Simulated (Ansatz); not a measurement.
Values for one crystal, relaxed and computed with DFT-r²SCAN in the program Ansatz with PAW potentials; other levels are named.

| Quantity | Value |
|---|---|
| Volume per atom | 21.99 Å³ |
| Electronic character | metallic (no gap) |
| Density of states at the Fermi level | 0.21 states/eV per atom (mean over ±0.08 eV) |
| Formation energy from the elements (no fitted shifts) | -0.22 eV/atom |

Problem. Pick the material that matches.
A. Pb2Au, I4/mcm (Pb on 8h, Au on 4a)
B. RbAu5, P6/mmm (Rb on 1a, Au on 2c, Au on 3g)
C. YZn5, P6/mmm (Y on 1a, Zn on 3g, Zn on 2c)
D. PrAu, Cmcm (Pr on 4c, Au on 4c)

Solution. B, RbAu5, P6/mmm (Rb on 1a, Au on 2c, Au on 3g)

The first step of the workflow began from a Materials Project structure, measured or hypothetical; the Crystallography Open Database files this formula in space group No. 191, but the cells were not matched. Whether it is the stable phase at ambient conditions was not checked. The cell was relaxed with r²SCAN under the symmetry of its start; whether a distortion lowers the energy is not shown. The references are the lowest solids computed at this level, not always the standard phases. Spin–orbit coupling is left out wherever it is not named.

Potentials: the later of the program's two PAW sets.
